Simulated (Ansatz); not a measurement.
## Stress against strain in Ag

```xyz
1
Lattice="0.0000 2.0431 2.0431 2.0431 0.0000 2.0431 2.0431 2.0431 0.0000" Properties=species:S:1:pos:R:3 pbc="T T T"
Ag    0.0000    0.0000    0.0000
```

Conventional cell: a = 4.086 Å, b = 4.086 Å, c = 4.086 Å, α = 90.00°, β = 90.00°, γ = 90.00°. Around Ag (atom 1) lie 12 Ag at 2.89 Å.

The geometry is COD entry 9008459, unchecked; take it as a test cell.

Computed with DFT, PBEsol, all-electron LAPW, scalar-relativistic (Ansatz 0.2.0).

Sampling and basis: a Γ-centred 15×15×15 k mesh, Fermi–Dirac smearing of 0.03 eV, basis error target 0.5 meV/atom, no spin polarisation.

The strain is applied along the Cartesian axes of the cell as listed (the other components stay zero). Fractional coordinates are held (clamped ions).

σ is the change of stress from the unstrained cell, which is at -2.78 GPa; tension is positive, so slopes are stress–strain coefficients at that pressure. In a metal the k mesh adds noise.

Only quantities that a quadratic follows smoothly over the whole series are listed; rougher ones are left out.

```csv
εzz,σzz (GPa),σxx (GPa)
-0.0200,-2.19,-2.30
0.0000,0.00,0.00
0.0100,1.01,0.97
0.0200,1.99,1.83
```

Q: Fit the series and read off the stiffness at zero strain.

A: Least-squares fits y = p0 + p1 x + p2 x² to the rows give σzz (GPa): p1 = 104, p2 = -240; σxx (GPa): p1 = 103, p2 = -580. So C11 = 104 GPa and C12 = 103 GPa, which gives B = (C11 + 2 C12)/3 = 103 GPa.

Q: One run, at εzz = -0.0100, is withheld. Predict its row.

A: The fits give -1.07, -1.09; the run gave -1.07, -1.09.
